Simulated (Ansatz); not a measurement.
The start is a generated trial cell of Ga in the AFLOW prototype A_cI16_206_c (as in Si). Cell shape, volume and atoms are optimised at zero target pressure with PBE (plane waves to 420 eV, PAW, scalar-relativistic; Ansatz, a quantum-chemistry and plane-wave program). The first steps use a coarse 7×7×7 k-mesh.

Input geometry:
```
Ga
1.0
   -3.36169     3.36169     3.36169
    3.36169    -3.36169     3.36169
    3.36169     3.36169    -3.36169
Ga
8
Cartesian
  1.00783   1.00783   1.00783
 -1.00783   2.35385   1.00783
  2.35385   1.00783  -1.00783
  1.00783  -1.00783   2.35385
  2.35385   2.35385   2.35385
  1.00783   4.36952  -1.00783
  4.36952  -1.00783   1.00783
 -1.00783   1.00783   4.36952
```

### Question
What is the largest force in the starting geometry, and on which atom (counted from 1)?

### Answer
1.36 eV/Å, on Ga1, Ga2, Ga3, Ga4, Ga5, Ga6, Ga7, Ga8 (atoms numbered as listed).

### Question
Does the structure survive the relaxation? Give the final space group.

### Answer
The space group goes from Ia-3 (No. 206) to Ia-3d (No. 230), with 8 atoms in the primitive cell.

### Question
By how much does the energy per atom fall from start to end?

### Answer
0.20 eV/atom.

### Question
How do the shortest distances between atoms change?

### Answer
The closest pairs of elements (up to four, under 3.6 Å), start → end: Ga–Ga 2.33 → 2.51 Å.

### Question
Is the relaxed structure metallic? Give its gap.

### Answer
No gap (metallic).

### Question
Give the final cell and atomic positions.

### Answer

Space group Ia-3d (No. 230); a = b = c = 7.1087 Å, α = β = γ = 90.00°

```json
[
 {"atom": "Ga", "site": "16b", "symmetry": ".32", "x": "0.1250", "y": "0.1250", "z": "0.1250"}
]
```
(The calculation used a cell of 8 atoms; values per cell refer to that cell.)

Final values are on a 9×9×9 k-mesh of the relaxed cell. No spin polarisation in the result.

The run could not lose the symmetry of its start: the end is stationary, and may be a saddle point rather than a minimum.

The relaxed structure here is a generated cell of Ga: the first start was made by placing the elements on the sites of a structure type, and the end was not matched to a known phase here, so it may be hypothetical. Known forms of Ga include space group No. 64.
